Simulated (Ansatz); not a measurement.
LuAs (Fm-3m), elastic constants by finite strains: input and output

Computed with PBEsol, all-electron LAPW in Ansatz 0.2.0, scalar-relativistic; not a measurement.

Cell and atoms were relaxed beforehand by PAW with this functional.

The structure is one entry of a database and needn't be the stable phase.

Command:

```sh
ansatz run input.yaml --threads 1 --pin off --max-ram 2048MiB --backend cpu --events-out ev --progress --plain --runs-dir out
```

Input file:

```yaml
crystal:
  lattice:
    - [0.0, 2.80483642366, 2.80483642366]
    - [2.80483642366, 0.0, 2.80483642366]
    - [2.80483642366, 2.80483642366, 0.0]
  atoms:
    - { symbol: Lu, position: [0.5, 0.5, 0.5] }
    - { symbol: As, position: [0.0, 0.0, 0.0] }
kpoints:
  mp_grid: { grid: [12, 12, 12] }
scf:
  occupations: { method: fermi_dirac, width: 0.05 }
hamiltonian:
  xc: pbesol
  pseudopotentials: { kind: all_electron, lapw: { basis_error: 0.001 } }
elastic:
  mode: relaxed_ion
  stencil: four_point
  amplitude: 0.003
```

Output (shortened where marked):

```
Warning: RAYON_NUM_THREADS=1 ignored (pool sized by the plan → 1); use --threads N
LAPW: plane waves up to 8.467 Å⁻¹, error target 1.0e-3 eV per atom; small_component_spin mean_spin; As in spheres of 1.283 Å, 23 of its electrons in bands, Dirac shells []; Lu in spheres of 1.438 Å, 41 of its electrons in bands, ...
Engine: ansatz 0.2.0, aarch64-unknown-linux-gnu
Pseudopotentials: kind: all_electron
Pseudopotential: Lu, LAPW, valence charge 41, lapw/all_electron/scalar/gaussian/Lu, Koelling and Harmon's equation, gaussian nucleus
Pseudopotential: As, LAPW, valence charge 23, lapw/all_electron/scalar/gaussian/As, Koelling and Harmon's equation, gaussian nucleus
Functional definition: PBEsol
  exchange = pbesol_x
  correlation = pbesol_c
Crystal: 2 atoms, lattice volume = 44.132 Å³
Basis set: ecut = 273.1099851280984 eV, 459 PW (Γ), exchange–correlation at level 2
Bands: 39, of which v1, the nominal top of the filled ones, is band 32 counted from 1 (31 counted from 0)
Symmetry: 48 space group operations
Space group: Fm-3m (ITA 225), of the structure as read, at distance tolerance 3.5e-5 Å
k-points: 72 of 1728
Non-local potential: Lu, projectors of the file, none
Non-local potential: As, projectors of the file, none
Initial density: superposition of atomic densities (chi_scale 0.1, normalization cell, long waves kept (reshape's long-wave potential 0.00 eV rms))
Initial wavefunctions: plane waves of lowest kinetic energy (no species holds an atomic orbital)
Functional: x = pbesol(κ = 0.804, μ = 0.12345679012345678), c = pbesol(β = 0.046)
iter 1 solved again at ethr=1.53e-3 eV; its pass at ethr=1.00e-1 eV (dr2=9.78e-1 eV) is discarded
SCF iter   1: F=—  HF=-457606.242902 eV  |F-HF|=—  |Δ(HF+E_count)|=         —  Δρ=3.34e-2  dr2=9.79e-1  ethr=1.53e-3  ⟨swp⟩=2.0  Hψ=16993  notcnv=0
preconditioner: auto → Kerker (q_TF=auto, 2.903 Å⁻¹)  [metal: Δε(μ)=0.019 eV  Ē_g=14.047 eV  σ=0.050 eV  W_gap=0.09  n_scr=14 (ndim 8)  ℏωp=29.6 eV  f_vac=0.008  D(μ)=0.24/eV (n_scr^D=0)]
[... 156 lines left out ...]
  C = ∂σ_k/∂η_j (tension-positive GPa; Voigt order 11 22 33 23 13 12):
       214.301     22.124     22.124      0.000     -0.000     -0.000
        22.124    214.301     22.124     -0.000     -0.000      0.000
        22.124     22.124    214.301      0.000      0.000     -0.000
         0.000      0.000      0.000     46.203      0.000     -0.000
        -0.000     -0.000      0.000      0.000     46.203      0.000
        -0.000      0.000     -0.000     -0.000     -0.000     46.203
  reference stress σ⁰ (GPa):     -0.015     -0.015     -0.015      0.000     -0.000      0.000
  no Pulay correction (none for the plane-wave cutoff is built on LAPW): the batch's stresses and constants are at fixed plane waves
  C* (energy form; C + prestress term) asymmetry max|C*_kj − C*_jk| = 1.421e-14 GPa — a small one proves nothing (zero by symmetry where the batch's group is 432, −43m or m−3m); a large one is finite-difference/SCF noise where ...
  moduli (Voigt/Reuss/Hill, GPa): K = 86.18/86.18/86.18   G = 66.16/58.31/62.23   E = 150.48   ν = 0.209
  mechanically stable: yes (min eigenvalue of sym C = 46.20 GPa)
  where every solve meets its electron count the energy-path curvature estimates C_jj along a normal strain and C_jj − ¼(σ⁰_aa + σ⁰_bb) along a shear (ab), closely only under elastic.basis: deformed
  strain η (Voigt 11):  stress-route row diagonal C_11 = 214.30 GPa, energy-path curvature d²(F+E_count)/dδ²/Ω₀ = 214.30 GPa
    cells at ±δ against ±2δ: C11 214.34 and 214.45 GPa, apart by 0.05 % of the column's largest entry
         δ    σ_11 (GPa)             F (eV)   n_scf  n_hpsi   n_pw
    -6.000e-3      -1.3483     -457605.9039457       9  213085    464   relax 0 steps, max|allowed force component| 1.97e-31 eV/Å
    -3.000e-3      -0.6697     -457605.9047779       9  216173    464   relax 0 steps, max|allowed force component| 1.18e-30 eV/Å
     3.000e-3       0.6163     -457605.9048094       9  216281    464   relax 0 steps, max|allowed force component| 1.68e-30 eV/Å
     6.000e-3       1.2250     -457605.9040471       9  213183    464   relax 0 steps, max|allowed force component| 3.55e-30 eV/Å
  strain η (Voigt 23):  stress-route row diagonal C_44 = 46.20 GPa, energy-path curvature d²(F+E_count)/dδ²/Ω₀ = 46.21 GPa
    cells at ±δ against ±2δ: C44 46.20 and 46.19 GPa, apart by 0.02 % of the column's largest entry
         δ    σ_23 (GPa)             F (eV)   n_scf  n_hpsi   n_pw
    -6.000e-3      -0.2771     -457605.9048302       8  343857    464   relax 0 steps, max|allowed force component| 9.86e-31 eV/Å
    -3.000e-3      -0.1386     -457605.9050020       8  347091    464   relax 0 steps, max|allowed force component| 1.77e-30 eV/Å
     3.000e-3       0.1386     -457605.9050020       8  347288    464   relax 0 steps, max|allowed force component| 2.32e-30 eV/Å
     6.000e-3       0.2771     -457605.9048302       8  343963    464   relax 0 steps, max|allowed force component| 1.28e-29 eV/Å
```

Self-consistency was reached.

Strained cells:

Elastic constants of a crystal by Kohn-Sham DFT: slopes of the stress over finite engineering strains of the given cell, Voigt indices, Cartesian axes as in the input; stress of each strained cell less that at rest, tension positive.

```csv
strain component,strain,stress xx (GPa),stress yy (GPa),stress zz (GPa),stress yz (GPa),stress xz (GPa),stress xy (GPa),relaxation steps
xx,-0.006,-1.333,-0.1326,-0.1326,0,0,0,0
xx,-0.003,-0.6546,-0.0663,-0.0663,0,0,0,0
xx,0.003,0.6314,0.0664,0.0664,0,0,0,0
xx,0.006,1.24,0.1327,0.1327,0,0,0,0
yz,-0.006,0.001,-0.0007,-0.0007,-0.2771,0,0,0
yz,-0.003,0.0003,-0.0001,-0.0001,-0.1386,0,0,0
yz,0.003,0.0003,-0.0001,-0.0001,0.1386,0,0,0
yz,0.006,0.001,-0.0007,-0.0007,0.2771,0,0,0
```

**Elastic moduli**

Hill averages of a grain aggregate, Debye temperature from the mean sound speed over directions.

* Bulk modulus: 86.18 GPa
* Shear modulus: 62.23 GPa
* Young modulus: 150.5 GPa
* Poisson ratio: 0.209
* Bulk over shear modulus: 1.385
* Elastic anisotropy index: 0.6727
* Least young modulus: 117.6 GPa
* Largest young modulus: 210.2 GPa
* Longitudinal sound speed: 4242 m/s
* Transverse sound speed: 2573 m/s
* Elastic debye temperature: 297.6 K
* Linear compressibility (x, y, z): 3.868, 3.868, 3.868 1/TPa
* Zener ratio: 0.4808
* Cauchy pressure: -24.08 GPa

### Elastic constants

```
Pressure at rest         : 0.015 GPa
Least elastic eigenvalue : 46.2 GPa
Elastically stable       : yes
```

```csv
index,elastic (GPa)
11,214.3
12,22.12
44,46.2
```

Caveats: responses of metals move with mesh and smearing.

Cost: 11 min on 1 thread of Arm Neoverse V1 (shared host), peak memory 1.2 GiB.
